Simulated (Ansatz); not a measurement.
## Ti$_{3}$Sn: do energies and stresses tell the same story?

The calculation used DFT r2SCAN, scalar-relativistic, plane waves, PAW (Ansatz 0.2.0).

Plane waves to 500 eV, a k mesh through Γ of 6×6×8 on the computed 8-atom cell and Gaussian smearing (0.10 eV); no spin polarisation.

Relaxed cell: P6_3/mmc, a = 5.890 Å, b = 5.890 Å, c = 4.748 Å, α = 90.00°, β = 90.00°, γ = 120.00°, 8 atoms in the primitive cell. Whether it is the stable form of this composition wasn't checked.

Energies at zero smearing and pressures from the stress tensor, at volumes with shape and atoms relaxed:
```csv
V (Å³/atom),E − E(first) (meV/atom),P (GPa)
16.763,0.00,8.68
17.298,-20.86,3.99
17.833,-27.21,-0.03
18.368,-21.09,-3.49
18.903,-4.26,-6.46
```

**Question.** Check P = −dE/dV between neighbouring volumes, and get the bulk modulus from the pressures alone.

**Answer.** With 1 eV/Å³ = 160.2 GPa:
| middle V (Å³/atom) | −ΔE/ΔV (GPa) | mean P (GPa) |
| --- | --- | --- |
| 17.031 | 6.248 | 6.335 |
| 17.566 | 1.901 | 1.980 |
| 18.101 | -1.833 | -1.763 |
| 18.636 | -5.041 | -4.977 |

The two differ by 0.09 GPa at most. The mean of two end pressures misses the average over a step by about ΔV² P″/12, up to 0.06 GPa here; with that taken off 0.03 GPa remains. The stress is the derivative of the free energy, not of the energy at zero smearing, and with free energies 0.00 GPa remains. Around V = 17.833 Å³/atom, the two neighbours give B = −V ΔP/ΔV = 17.833 × 7.49 / 1.070 = 124.8 GPa, against B0 = 124.4 GPa from the Birch–Murnaghan fit of the energies.

Cost: 6 runs of about 14 core-minutes in all, on Arm Neoverse V2 (shared hosts).